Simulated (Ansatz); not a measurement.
Structure relaxation, MgSe

The start is a generated cell, MgSe built in the AFLOW prototype AB_oF8_69_a_b (B24, as in TlF). The cell and all atomic positions are relaxed at zero pressure with r2SCAN (plane waves to 500 eV, PAW, scalar-relativistic; Ansatz, a quantum-chemistry and plane-wave program). First-step values are on the input's coarse k-mesh.

Ansatz input (later rounds restart from its end on a renewed k-mesh):
Ansatz 0.2 input:
```yaml
crystal:
  lattice:
    - [0, 2.901584, 3.2104879]
    - [2.7352512, 0, 3.2104879]
    - [2.7352512, 2.901584, 0]
  atoms:
    - { symbol: Se, position: [0, 0, 0] }
    - { symbol: Mg, position: [0.5, 0.5, 0.5] }
basis: { ecutwfc: 500, ecutrho_ratio: 4, xc_grid: 4, fft_grid_basis: typed }
kpoints: { mp_grid: { grid: [7, 7, 7] } }
hamiltonian:
  xc: r2scan
  dispersion: none
  pseudopotentials: { kind: paw }
scf: { occupations: { method: fermi_dirac, width: 0.05 } }
relax: { f_tol: 0.01, max_steps: 100, cell: { stress_tol: 0.02 } }
output: { forces: true, stress: true }
```

```yaml
initial_pressure: "-7.9 GPa (negative: the cell is under tension)"
outcome: The space group goes from Fmmm (No. 69) to Fm-3m (No. 225); the end is rock salt type, with 2 atoms in the primitive cell
energy_released: 0.19 eV/atom
volume_change: -19.6 %, from 25.48 to 20.48 Å³/atom
band_gap_at_the_end: 2.48 eV, indirect (valence top at Γ, conduction bottom at X) (no spin-orbit coupling)
optimiser_moves: 4
```

Final values are on a 10×10×10 k-mesh of the relaxed cell. No spin polarisation in the result.

The run could not lose the symmetry of its start.

All atoms sit on sites fixed by symmetry, so only the cell could relax.
